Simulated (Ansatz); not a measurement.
# Response of Li₂Pt to small distortions

```
CELL_PARAMETERS angstrom
4.18600 0.00000 0.00000
-2.09300 3.62518 0.00000
0.00000 0.00000 2.66100
ATOMIC_POSITIONS crystal
Li 0.33333 0.66667 0.50000
Li 0.66667 0.33333 0.50000
Pt 0.00000 0.00000 0.00000
```

Atoms are numbered in the order listed.

The geometry is COD entry 1523301, unchecked; take it as a test cell.

Spin–orbit coupling is left out, though it moves levels of the heavy atoms by tenths of an eV or more.

Method: DFT, LDA, all-electron PAW with datasets made for the crystal, scalar-relativistic in Ansatz 0.2.0.

Settings: a Γ-centred 9×9×12 k mesh, Fermi–Dirac smearing of 0.03 eV, cutoff 280 eV (chosen by the program for this cell), no spin polarisation.

The unchanged cell is at -4.41 GPa.

In a metal, stresses and small energies carry noise from the k mesh.

x, y and z are the Cartesian axes of the cell as listed; fractional coordinates follow a strain, and an engineering shear is twice the off-diagonal strain component.

Task: With this change (equal xy, yz and zx engineering shear strains of -2 %), what becomes of the energy and stress and forces?

Result: Energy change +1 meV/atom; stress change (xx, yy, zz, yz, xz, xy) 0.09, 0.07, -0.06, 0.35, 0.35, 0.73 GPa, compression positive; change of the force on Li1 (0.041, 0.000, -0.002) eV/Å.

Task: With this change (equal xy, yz and zx engineering shear strains of -1 %), what becomes of the energy and stress and forces?

Result: Energy change under 1 meV/atom; stress change (xx, yy, zz, yz, xz, xy) 0.02, 0.02, -0.02, 0.17, 0.17, 0.36 GPa, compression positive; change of the force on Li1 (0.021, 0.000, -0.001) eV/Å.

With equal xy, yz and zx engineering shear strains of +1 %: energy change under 1 meV/atom; stress change (xx, yy, zz, yz, xz, xy) 0.02, 0.02, -0.02, -0.16, -0.16, -0.35 GPa, compression positive; change of the force on Li1 (-0.022, 0.000, 0.000) eV/Å.

Task: With this change (equal xy, yz and zx engineering shear strains of +2 %), what becomes of the energy and stress and forces?

Result: Energy change under 1 meV/atom; stress change (xx, yy, zz, yz, xz, xy) 0.08, 0.07, -0.05, -0.31, -0.31, -0.69 GPa, compression positive; change of the force on Li1 (-0.044, 0.000, -0.002) eV/Å.
